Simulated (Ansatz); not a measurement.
Method: r2SCAN, no spin polarisation; PAW, plane waves to 500 eV, 7×7×7 Γ-centred mesh, fermi-dirac occupations (width 0.0184 eV) (Ansatz 0.2.0), atoms fixed.

Computed maps in the lattice plane spanned by b (left to right, 6.23 Å, 19 points from zero) and c (bottom to top, 6.23 Å, 19 points from zero), 60° apart, at height 0.776 along a. The fields are smooth PAW ones with compensation charges, not the true ones near nuclei.

Valence density. Digits on a logarithmic scale: 0 up to 0.03 e/Å³, each further digit a factor of 1.6, 9 from 1.3 e/Å³ up:
```
4677653222456543223
4689875323578876322
3689997423589998632
3589999632589999863
2469999742479989974
3247999752258999985
3124677642125899986
3112345542112578875
3111123322111245554
2232222222222222332
3455432222244543222
4577753222356776432
4689986322357999753
5689998532247999975
5689999742136999986
6678999752124799997
6667888753112468887
6666666542111245666
5666554432333323344
```

ELF. Ten even steps from '0' (0.02) to '9' (0.89):
```
2466521000278740000
2689873000699997100
2787687300799899810
0686048710599438970
0389548850199503994
0069999971059954897
2016899972007999998
1000356541000599997
0000000000000015762
0021000000012100000
0467500000047751000
2689971000059987300
2788997100069988731
2685399700059944872
2488139950038950685
2259858971006996796
2225888862001688886
2222467640000036764
2222222200012000222
```

Question: The cell is KRb₂IrN₆. Which atoms lie within 0.2 Å of this plane, and where (fractions of b and c)?

Answer: N at (0.22, 0.22), N at (0.22, 0.78), N at (0.78, 0.22), Rb at (0.75, 0.75). The whole cell:
```xyz
10
Lattice="0.0000 4.4050 4.4050 4.4050 0.0000 4.4050 4.4050 4.4050 0.0000" Properties=species:S:1:pos:R:3 pbc="T T T"
K     4.4050    4.4050    4.4050
N     1.9734    4.4050    4.4050
N     4.4050    1.9734    4.4050
N     6.8366    4.4050    4.4050
N     4.4050    6.8366    4.4050
N     4.4050    4.4050    1.9734
N     4.4050    4.4050    6.8366
Ir    0.0000    0.0000    0.0000
Rb    2.2025    2.2025    2.2025
Rb    6.6075    6.6075    6.6075
```

Origin: a known structure type with other elements, at an estimated volume, so it need not be a known compound. Caveats: many states at the Fermi level without spin polarisation, so a magnetic state may lie lower; atoms or cell far from equilibrium.
